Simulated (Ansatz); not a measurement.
AlN (zinc blende)

```
AlN
1.0
    0.00000     4.40321     4.40321
    2.20161     2.20161     4.40321
    2.20161     2.20161     0.00000
N Al
2 2
Direct
  0.00000   0.75000   0.75000
  0.50000   0.75000   0.75000
  0.00000   0.00000   0.00000
  0.50000   0.00000   0.00000
```

A phonon eigenvector at X = (0.5, 0.5, 0.0) is frozen into this cell: atom i moves by Q times the vector below, so Q is the largest atomic displacement, in Å. The cell is held. (q is in reciprocal vectors of the primitive cell; the cell shown is doubled to hold the pattern.)

```
atom      x      y       z
----  -----  -----  ------
Al3   0.000  0.000   1.000
Al4   0.000  0.000  -1.000
```

Atoms not listed stay in place.

All values below come from PBE (plane waves to 420 eV, PAW, scalar-relativistic; Ansatz, an electronic-structure program). k mesh 13×13×13 (Γ-centred), Fermi-Dirac smearing 0.05 eV. Energies are smeared free energies. As the smearing reaches across the gap at some points, energies and forces of such displacements shift with the k mesh and the smearing. AlN was relaxed with its symmetry unable to fall. ΔE is measured from the undisplaced structure.

**Question.** Give the computed ΔE (meV/cell) at Q (Å) = -0.233, -0.187, -0.093, -0.047, 0.047, 0.140, 0.187, 0.233.

**Answer.** 
```json
[
 {"Q (Å)": "-0.233", "ΔE (meV/cell)": "1703"},
 {"Q (Å)": "-0.187", "ΔE (meV/cell)": "1108"},
 {"Q (Å)": "-0.093", "ΔE (meV/cell)": "283"},
 {"Q (Å)": "-0.047", "ΔE (meV/cell)": "71"},
 {"Q (Å)": "0.047", "ΔE (meV/cell)": "71"},
 {"Q (Å)": "0.140", "ΔE (meV/cell)": "630"},
 {"Q (Å)": "0.187", "ΔE (meV/cell)": "1108"},
 {"Q (Å)": "0.233", "ΔE (meV/cell)": "1703"}
]
```

(For displaced atoms, the force is minus the slope of the energy, and its curvature is a force constant, which sets phonon frequencies.)
